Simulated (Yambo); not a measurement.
Material: AgBr (rock salt, space group Fm-3m, No. 225); a = 4.013 Å, b = 4.013 Å, c = 4.013 Å, α = 60.00°, β = 60.00°, γ = 60.00° (2 atoms in the cell). Cell and atoms were relaxed with PBEsol from Materials Project entry mp-23231, within its symmetry.

With PBEsol (Quantum ESPRESSO, PseudoDojo norm-conserving, 82 Ry, with spin-orbit coupling), the gap between the mesh's edge points (L → Γ) is 0.415 eV.

Question: By how much does one-shot G0W0 (Yambo; 4×4×4 Γ-centred k mesh, bands 9 to 184 and a 8 Ry block in the screening, 184 bands in G with the Bruneval-Gonze terminator, plasmon pole fitted at 27.2 eV) open this gap, and what gap results?

Answer: The correction is 1.253 eV, giving 1.667 eV, 4.0 times the PBEsol value.  Convergence of the G0W0 settings was not tested.
